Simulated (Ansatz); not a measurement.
**Is this B result the lowest state?**

We look at B: an isolated atom in a periodic box, with 1 atom per cell.

Computed with DFT, PBE, PAW (an earlier, harder data set), plane waves, scalar-relativistic (Ansatz).

```yaml
crystal:
  lattice:
    - [9.0, 0.0, 0.0]
    - [0.0, 9.1, 0.0]
    - [0.0, 0.0, 9.2]
  atoms:
    - { symbol: B, position: [0.513, 0.5065, 0.495666666667], spin: 1.0 }
kpoints:
  mp_grid: { grid: [1, 1, 1], shift: [0, 0, 0] }
hamiltonian:
  xc: pbe
  pseudopotentials: { kind: paw }
magnetization:
  spin_polarized: true
scf:
  occupations: { method: fermi_dirac, width: 0.1 }
```

Settings in force: cutoff 710 eV, smearing width 0.1 eV; default search for lower states.

The run converged after 38 iterations in all: magnetic on main-group sites alone, site moments B1 1.00 μB, total 1.00 μB per cell.

Site moments are taken inside atomic spheres and don't add up to the total.

Question: The run converged. Is this the lowest state of the cell, and if not, what lies lower and how is it reached?

Answer: As far as the runs go, yes: it is the lowest of 2 states reached by 3 converged runs, and the next lies 0.9 meV/atom higher (magnetic on main-group sites alone, site moments B1 1.00 μB, total 1.00 μB per cell (the moments match the lowest state's, so the two differ in another way, such as which orbitals are filled)). The run first closed 20.1 meV/atom higher, and its search went on from there. That doesn't prove a ground state. States within about 5 meV/atom are too close for this mesh, smearing and search to settle their order. Only collinear spins were tried. No run without spin polarisation was made.
